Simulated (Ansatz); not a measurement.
This cell of SiO2 (space group P6_222) is off equilibrium:

```
CELL_PARAMETERS angstrom
      5.15864     0.00000     0.00000
     -2.57932     4.46751     0.00000
      0.00000     0.00000     5.64949
ATOMIC_POSITIONS crystal
  Si 0.00000 0.50000 0.66667
  Si 0.50000 0.00000 0.00000
  Si 0.50000 0.50000 0.33333
  O  0.78727 0.57453 0.50000
  O  0.21273 0.78727 0.83333
  O  0.42547 0.21273 0.16667
  O  0.21273 0.42547 0.50000
  O  0.78727 0.21273 0.83333
  O  0.57453 0.78727 0.16667
```

The numbers are results of r2SCAN (plane waves to 500 eV, PAW, scalar-relativistic; Ansatz, a quantum-chemistry and plane-wave program), not measurements. k mesh 8×8×6 (Γ-centred), Fermi-Dirac smearing 0.05 eV. E stands for the smeared free energy. Compression counts positive. SiO2 was relaxed with its symmetry unable to fall.

### Question
Give the stress tensor in GPa and the pressure.

### Answer
```
   -7.7      0.0      0.0
    0.0     -7.7      0.0
    0.0      0.0     -8.2
```
The pressure, a third of the trace, is -7.8 GPa.

### Question
It is the relaxed cell scaled evenly to V/V₀ = 1.060, atoms relaxed where free. What is its energy relative to the relaxed cell?

### Answer
20.8 meV/atom.

(A scan under strain: stresses follow from slopes of the energy per volume, elastic moduli from its curvatures.)
